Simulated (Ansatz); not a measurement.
The calculation used DFT, r2SCAN, plane waves (500 eV) with PAW, scalar-relativistic (Ansatz). The PAW files were generated under PBE, with cores re-solved for the functional.

An element in the omega (AlB2-type) structure gives this curve. The cell is scaled uniformly from the relaxed one, with fractional coordinates and shape fixed. Energies are extrapolated to zero smearing, pressures are those at the given smearing. Magnetic state: spin not included.

```tsv
V (Å³/atom)	E − E₀ (meV/atom)	P (GPa)
16.114	59.0	9.93
16.847	23.8	5.79
17.579	5.3	2.55
18.312	0.0	0.02
19.044	4.9	-1.96
19.777	17.8	-3.50
20.509	36.9	-4.71
```

Q: Which element is it?
A. gallium
B. lithium
C. platinum
D. molybdenum

A: A. Its fit is V₀ = 18.30 Å³/atom, B₀ = 56 GPa, B₀′ = 5.1.
